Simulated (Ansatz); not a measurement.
Values for one crystal, relaxed and computed with PBE (plane waves, PAW; program Ansatz); other levels are named.

- Volume per atom = 16.59 Å³
- Electronic character = metallic (no gap)
- Pressure derivative B′ = 4.4
- Density of states at the Fermi level = 0.97 states/eV per atom (mean over ±0.08 eV)
- Formation energy from the elements (no fitted shifts) = 0.88 eV/atom
- Gap with spin–orbit coupling = none (metallic)
- Bulk modulus (Birch–Murnaghan fit) = 214 GPa

Which of these materials gives this?
(A) AlCo, rock salt
(B) MoPt, rock salt
(C) ZrIr, rock salt
(D) MoRu, rock salt

D, MoRu, rock salt

Space group Fm-3m (rock salt). The start of the workflow was typed in or built on a structure type; neither database checked (COD, Materials Project) lists it. Its standing as an ambient phase is unchecked. Symmetry was held in the PBE relaxation; its stability against distortions is not shown here. No spin polarisation was allowed. Its formation energy is positive at this level, so the cell may be metastable or incomplete. The references are the lowest solids computed at this level, not always the standard phases. Scalar-relativistic: spin–orbit coupling is off unless named, which matters more the heavier the elements.

Potentials: the earlier of the program's two PAW sets.
